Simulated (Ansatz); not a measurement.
# Symmetry broken, then relaxed in WC

Computed with Ansatz, DFT r2SCAN, scalar-relativistic, plane waves, PAW. Cutoff 500 eV, Γ-centred 14×14×14 k-points, Gaussian smearing of 0.15 eV. Spin–orbit coupling is left out, which can shift energies with elements as heavy as these. No spin polarisation. Energies are free energies at this smearing, counted from the undisturbed cell; pressure is positive in compression.

Reference structure (relaxed at this level; this rock-salt form isn't the usual structure):

```
W C
1.0
     0.00000    2.18242    2.18242
     2.18242    0.00000    2.18242
     2.18242    2.18242    0.00000
W C
1 1
Direct
  0.00000 0.00000 0.00000
  0.50000 0.50000 0.50000
```

The atoms are displaced (Å, in the unstrained cell):

```tsv
atom	ux	uy	uz
W1	-0.097	-0.381	0.074
C2	0.097	0.381	-0.074
```

Cell and atoms are then relaxed.

Question: Does the relaxation return to the undisturbed structure?

Answer: Yes (up to a choice of domain or origin): same space group and volume, and an energy 0.0 meV/atom from it. The disturbance itself cost 3519.4 meV/atom. The final space group reads Fm-3m (tolerance 0.05 Å) and the volume changes by 0.03 %.

Final structure:

```
W C
1.0
    -0.00041    2.18278    2.18275
     2.18234    0.00003    2.18231
     2.18255    2.18255   -0.00018
W C
1 1
Direct
  0.00000 0.99999 0.00002
  0.50000 0.50001 0.49998
```

The relaxation, step by step (energy from the first step; small jumps at an unchanged geometry come where the plane waves are selected anew for the new cell):

| step | ΔE (meV/atom) | largest force component (eV/Å) | pressure (GPa) |
| --- | --- | --- | --- |
| 1 | 0.0 | 34.102 | 143.51 |
| 2 | -2588.4 | 10.908 | 36.58 |
| 3 | -3240.1 | 3.859 | 14.23 |
| 4 | -3453.9 | 0.489 | -13.63 |
| 5 | -3506.4 | 0.214 | -5.58 |
| 6 | -3519.3 | 0.001 | -0.54 |
| 7 | -3519.4 | 0.000 | -0.01 |
| 8 | -3519.4 | 0.000 | -0.05 |

Frames along the relaxation (Å, eV/Å):

```xyz
2
Lattice="0.000 2.182 2.182 2.182 0.000 2.182 2.182 2.182 0.000" Properties=species:S:1:pos:R:3:forces:R:3 pbc="T T T" step=1
W    -0.097   -0.381    0.074   -2.870   34.102    2.250
C     2.279    2.564    2.109    2.870  -34.103   -2.250
2
Lattice="-0.020 2.293 2.217 2.207 -0.007 2.204 2.184 2.258 0.016" Properties=species:S:1:pos:R:3:forces:R:3 pbc="T T T" step=2
W    -0.072   -0.306    0.053    0.038   10.908   -0.022
C     2.258    2.579    2.165   -0.038  -10.908    0.022
2
Lattice="0.019 2.363 2.129 2.149 -0.006 2.154 2.148 2.387 -0.005" Properties=species:S:1:pos:R:3:forces:R:3 pbc="T T T" step=3
W    -0.020   -0.270    0.011    0.365    3.859   -0.234
C     2.177    2.642    2.128   -0.365   -3.859    0.234
2
Lattice="-0.013 2.281 2.195 2.201 -0.008 2.190 2.186 2.261 0.007" Properties=species:S:1:pos:R:3:forces:R:3 pbc="T T T" step=4
W     0.041   -0.063   -0.027   -0.489    0.266    0.354
C     2.145    2.330    2.223    0.489   -0.266   -0.354
2
Lattice="-0.009 2.172 2.211 2.218 -0.005 2.207 2.205 2.154 0.008" Properties=species:S:1:pos:R:3:forces:R:3 pbc="T T T" step=5
W     0.025   -0.004   -0.013   -0.214    0.067    0.130
C     2.181    2.165    2.227    0.214   -0.067   -0.130
2
Lattice="-0.002 2.184 2.185 2.182 0.000 2.182 2.184 2.183 -0.001" Properties=species:S:1:pos:R:3:forces:R:3 pbc="T T T" step=6
W     0.000    0.000    0.000   -0.001    0.001    0.000
C     2.182    2.183    2.183    0.000   -0.001    0.000
2
Lattice="0.000 2.183 2.183 2.182 0.000 2.182 2.183 2.183 0.000" Properties=species:S:1:pos:R:3:forces:R:3 pbc="T T T" step=7
W     0.000    0.000    0.000    0.000    0.000    0.000
C     2.182    2.183    2.182    0.000    0.000    0.000
2
Lattice="0.000 2.183 2.183 2.182 0.000 2.182 2.183 2.183 0.000" Properties=species:S:1:pos:R:3:forces:R:3 pbc="T T T" step=8
W     0.000    0.000    0.000    0.000    0.000    0.000
C     2.182    2.183    2.182    0.000    0.000    0.000
```